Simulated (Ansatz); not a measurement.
The calculation used DFT PBE, scalar-relativistic, plane waves, PAW (Ansatz 0.2.0). All cells share a 420 eV cutoff and Γ-centred k meshes spaced at most about 0.3 Å⁻¹ (about 0.25 or finer for metals, 2π included). No spin polarisation in the final relaxations.

All energies are static (0 K, no zero-point motion). All come from trial cells, and lower structures may exist.

**Question.** Order these relaxed structures of ZrTi2C3 by energy, lowest first, with the energy over the lowest of them.
1.

Space group P-3m1 (No. 164). a = 3.165 Å, b = 3.165 Å, c = 7.710 Å, α = 90.00°, β = 90.00°, γ = 120.00°
```csv
atom,site,symmetry,x,y,z
Zr,1b,-3m.,0.0000,0.0000,0.5000
Ti,2d,3m.,0.3333,0.6667,0.1593
C,2d,3m.,0.3333,0.6667,0.6815
C,1a,-3m.,0.0000,0.0000,0.0000
```

2.

Space group I4/mmm (No. 139). a = 3.176 Å, b = 3.176 Å, c = 13.373 Å, α = 90.00°, β = 90.00°, γ = 90.00°
```csv
atom,site,symmetry,x,y,z
Zr,2a,4/mmm,0.0000,0.0000,0.0000
Ti,4e,4mm,0.5000,0.5000,0.1705
C,4e,4mm,0.5000,0.5000,0.3279
C,2b,4/mmm,0.5000,0.5000,0.0000
```

**Answer.** 1 (0 meV/atom), 2 (22 meV/atom). Forms: 1 Zr and Ti ordered on rock salt sites, P-3m1; 2 Zr and Ti ordered on rock salt sites, I4/mmm. Counting C atoms around Ti and Zr (those within 1.25 times the shortest such distance or 1.15 times the sum of covalent radii): cell 1 has Zr 6, Ti 6; cell 2 has Zr 6, Ti 6.

Cells relaxed within their symmetry can be saddle points. Some structure types and database cells were kept out of the candidates from the start, so a known form may be missing.
